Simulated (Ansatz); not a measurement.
## Pd (bcc): energy against volume

Theory: DFT, PBEsol, plane waves (420 eV) with PAW, scalar-relativistic (Ansatz 0.2.0). (PAW data from PBE, frozen cores regenerated.)

The cell is scaled uniformly from the relaxed one, with fractional coordinates and shape fixed. Energies are extrapolated to zero smearing, pressures are those at the given smearing. Magnetic state: non-magnetic.

A Birch-Murnaghan fit gives V₀ = 14.68 Å³/atom, B₀ = 199 GPa, B₀′ = 5.4.

What are the energy above the minimum and the pressure at 12.917 Å³/atom?

171.8 meV/atom and 35.79 GPa as computed.

What are the energy above the minimum and the pressure at 13.504 Å³/atom?

69.5 meV/atom and 20.76 GPa as computed.

What are the energy above the minimum and the pressure at 14.091 Å³/atom?

15.8 meV/atom and 9.09 GPa as computed.
